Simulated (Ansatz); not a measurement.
# Mg: stationary points along a deformation path

Computed with DFT LDA, scalar-relativistic, plane waves, PAW in Ansatz. Settings: plane waves to 420 eV, k-mesh 20×20×20 (Γ-centred), Gaussian smearing 0.15 eV. No spin polarisation. Energies are free energies at this smearing, counted from the undisturbed cell; pressure is positive in compression.

Reference structure (as given, not relaxed at this level; it stands at -1.3 GPa; this fcc form isn't the usual structure):

```xyz
1
Lattice="0.0000 2.2443 2.2443 2.2443 0.0000 2.2443 2.2443 2.2443 0.0000" Properties=species:S:1:pos:R:3 pbc="T T T"
Mg    0.0000    0.0000    0.0000
```

At fixed volume and fractional coordinates, lengths along (0.000, 0.000, 1.000) are scaled against those across it; ρ is that ratio over its starting value. V = 22.607 Å³/atom. Δσ is the stress along the axis less the mean stress across it (compression positive).

| ρ | ΔE (meV/atom) | Δσ (GPa) | space group |
| --- | --- | --- | --- |
| 0.707 | 16.9 | 0.00 | Im-3m |
| 0.850 | 7.8 | 0.97 | I4/mmm |
| 1.000 | 0.0 | 0.00 | Fm-3m |
| 1.200 | 46.4 | -5.78 | I4/mmm |
| 1.414 | 185.9 | -12.08 | I4/mmm |

Question: How does the stress give the slope of the energy, and where is the energy stationary?

Answer: Along the path d ln(length) is 2/3 d ln ρ on the axis and −1/3 d ln ρ across it, so dE/d ln ρ = −(2/3) V Δσ: the energy falls with ρ where Δσ is positive. Δσ vanishes or changes sign at ρ = 0.707 (Im-3m, an end of the scan), at 16.9 meV/atom; at ρ = 1.000 (Fm-3m), a minimum at 0.0 meV/atom. Pairs of stationary points between two samples would go unseen, and could change a minimum read from distant neighbours into a maximum. At ρ = 0.707, 1.000 the cell is cubic, where symmetry alone makes the stress isotropic and the slope zero.

In a metal these slopes depend on the k mesh and the smearing.